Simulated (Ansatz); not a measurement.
InSb (zinc blende, F-43m) under volume change, DFT-PBEsol in the program Ansatz with PAW potentials, scaled uniformly.

| V (Å³/atom) | E − E(relaxed) (meV/atom) | P (GPa) |
|---|---|---|
| 31.512 | 44.9 | 5.05 |
| 32.551 | 18.8 | 3.08 |
| 33.590 | 4.4 | 1.40 |
| 34.629 | 0.0 | 0.00 |
| 35.668 | 3.9 | -1.18 |
| 36.707 | 14.9 | -2.17 |
| 37.745 | 31.7 | -2.99 |

### Question
What does a third-order Birch–Murnaghan fit give for V₀, B₀ and B′?

### Answer
V₀ = 34.63 Å³/atom, B₀ = 42.7 GPa, B′ = 4.8.

The cell was relaxed with PBEsol under the symmetry of its start. Scalar-relativistic: spin–orbit coupling is off unless named, which matters more the heavier the elements.

Potentials: the later of the program's two PAW sets.
